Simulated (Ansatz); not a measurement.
The numbers come from plane-wave PAW DFT (Ansatz): PBEsol, no spin polarisation, 420 eV, 9×9×5 Γ-centred k points, fermi-dirac occupations (width 0.1 eV). Nothing was relaxed.

Computed maps in the lattice plane spanned by a (left to right, 3.69 Å, 11 points from zero) and b (bottom to top, 3.69 Å, 11 points from zero), 90° apart, at height 0.000 along c. The fields are smooth PAW ones with compensation charges, not the true ones near nuclei.

Valence density. Digits on a logarithmic scale: 0 up to 0.03 e/Å³, each further digit a factor of 1.6, 9 from 1.3 e/Å³ up:
```
99843223489
98533443358
54345665434
33358998533
22469999642
22469999642
33358998533
54345665434
98533443358
99843223489
99953223599
```

ELF. Ten even steps from '0' (0.05) to '9' (0.81):
```
89920000299
99400110049
42003773002
00039999300
00179779710
00179779710
00039999300
42003773002
99400110049
89920000299
58940000498
```

Question: The cell is BBrF. Which atoms lie within 0.2 Å of this plane, and where (fractions of a and b)?

Answer: F at (0.50, 0.50), F at (0.00, 0.00). The whole cell:
```
B Br F
1.0
     3.68833    0.00000    0.00000
     0.00000    3.68833    0.00000
     0.00000    0.00000    6.69724
B Br F
2 2 2
Direct
  0.00000 0.50000 0.19500
  0.50000 0.00000 0.80500
  0.00000 0.50000 0.65000
  0.50000 0.00000 0.35000
  0.50000 0.50000 0.00000
  0.00000 0.00000 0.00000
```

Origin: a known structure type with other elements, at an estimated volume, so it need not be a known compound. Caveats: many states at the Fermi level without spin polarisation, so a magnetic state may lie lower.
